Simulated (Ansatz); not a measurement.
The start is a generated trial cell of NbAs in the AFLOW prototype AB_hP4_186_b_b (B4, as in ZnS). The cell and all atomic positions are relaxed at zero pressure with PBEsol (plane waves to 420 eV, PAW, scalar-relativistic; Ansatz, a quantum-chemistry and plane-wave program). The first steps use a coarse 7×7×4 k-mesh.

The start:
```
NbAs
1.0
    3.75439     0.00000     0.00000
   -1.87720     3.25140     0.00000
    0.00000     0.00000     6.14883
Nb As
2 2
Cartesian
  1.87720   1.08380   0.00000
  0.00000   2.16760   3.07441
  1.87720   1.08380   3.84425
  0.00000   2.16760   0.76983
```

Task: How large is the pressure on the unrelaxed cell, and of which sign?

Result: +39 GPa (positive: the cell is compressed).

Task: Which atoms feel the largest initial force, and how large is it?

Result: About 0.4 eV/Å, on Nb1, Nb2, As3, As4 (atoms numbered as listed).

Task: How much energy is released per atom?

Result: 0.80 eV/atom.

Task: How does the volume change?

Result: +5.4 %, from 18.76 to 19.78 Å³/atom.

Task: How do the shortest distances between atoms change?

Result: The closest pairs of elements (up to four, under 3.6 Å), start → end: As–Nb 2.30 → 2.51 Å; Nb–Nb 3.75 → 3.29 Å; As–As 3.75 → 3.29 Å.

Task: What does it relax into? Give the structure.

Result: 
```cif
data_As2Nb2
_chemical_formula_sum 'Nb2 As2'
_space_group_name_H-M_alt 'P63mc'
_space_group_IT_number 186
_space_group_name_Hall 'P 6c -2c'
_cell_length_a 3.29269
_cell_length_b 3.29269
_cell_length_c 8.42557
_cell_angle_alpha 90.000
_cell_angle_beta 90.000
_cell_angle_gamma 120.000
loop_
_atom_site_label
_atom_site_type_symbol
_atom_site_symmetry_multiplicity
_atom_site_Wyckoff_symbol
_atom_site_fract_x
_atom_site_fract_y
_atom_site_fract_z
_atom_site_occupancy
Nb1 Nb 2 b 0.33333 0.66667 0.03830 1
As1 As 2 b 0.33333 0.66667 0.33650 1
```

The space group stays P6₃mc (No. 186) (the run could not lower it); the end is wurtzite type, with 4 atoms in the primitive cell. Final values are on a 16×16×6 k-mesh of the relaxed cell. No spin polarisation in the result.

The run could not lose the symmetry of its start, so the end can be a saddle point.

The relaxed structure here is a generated cell of NbAs: the first start was made by placing the elements on the sites of a structure type, and the end was not matched to a known phase here, so it may be hypothetical.
